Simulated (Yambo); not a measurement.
# Convergence of the G0W0 gap of YOF

G0W0@PBEsol for YOF (space group P4/nmm, No. 129) in Yambo. Reference settings: 4×4×2 Γ-centred k mesh, 192 bands and a 6 Ry block in the screening, 192 bands in G with the Bruneval-Gonze terminator, plasmon pole fitted at 27.2 eV. The PBEsol gap (0.25, 0.25, -0.5) → Γ on this mesh is 4.95 eV; G0W0 gaps are taken between the same points.

| change from the reference | G0W0 gap (0.25, 0.25, -0.5) → Γ (eV) | shift of the valence edge (eV) |
|---|---|---|
| reference settings | 6.55 | -0.77 |
| 90 bands in W, 90 bands in G | 6.97 | -0.65 |
| 90 bands in G | 6.59 | -0.71 |
| 3 Ry block | 6.49 | -0.82 |

The reference isn't shown to be the converged limit.

Geometry of the Materials Project entry, not relaxed at this level; primitive cell a = 3.8323 Å, b = 3.8323 Å, c = 5.4467 Å, α = 90.00°, β = 90.00°, γ = 90.00°.

The structure is a Materials Project entry; no match was found in the copy of COD used, and its stability was not checked.

A shift is the quasiparticle energy of the state minus its PBEsol energy.
